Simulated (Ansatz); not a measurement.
**ZrSiRu, a database entry at a rescaled volume**

```
Ru Zr Si
1.0
     3.37605    5.84748    0.00000
    -3.37605    5.84748    0.00000
     0.00000    0.00000    3.70922
Ru Zr Si
3 3 3
Cartesian
  -1.7015 5.8475 0.0000
  2.5388 4.3973 0.0000
  -0.8373 1.4502 0.0000
  0.5402 5.8475 1.8546
  1.4179 2.4559 1.8546
  -1.9581 3.3915 1.8546
  0.0000 0.0000 1.8546
  -0.0003 3.8985 0.0000
  0.0003 7.7964 0.0000
```

Single point in Ansatz 0.2.0 with r2SCAN, no spin polarisation. Cutoff 500 eV, PAW datasets, 5×5×7 Γ-centred k mesh, cold filling (width 0.0968 eV).

(1) Is there a gap?

(2) Give the Bader charges.

(3) Which atom feels the largest force, and which way?

(4) What does the stress say?

(5) Is it stable against the elements?

Origin: a database entry at a rescaled volume.

Results:

(1) It is a metal, with about 4.7 states/eV a cell as the mean within 0.25 eV of the Fermi level, mostly Ru d (51 %), Zr d (29 %) and Si p (12 %).

(2) Bader charges in e: Zr +1.65, Si -1.08 to +0.02, Ru -0.94. In the mean Zr gives up most and Ru takes most.

(3) The largest is on Ru1 (and as large on other atoms): 0.48 eV/Å, components (-0.48, 0.00, 0.00). It makes 48° with the line to a nearest neighbour, Si7 at 2.50 Å.

(4) The pressure is -5.1 GPa (compression positive), so with the atoms held at these fractions the cell would first shrink. The principal stresses -6.1, -6.1, -3.1 GPa differ, so its shape would change too.

(5) -0.98 eV an atom against the elements' usual phases (free molecules for gases, crystals otherwise, with no correction for O₂ or N₂), so it is bound against them; other compounds may still compete. Relaxing would lower it.
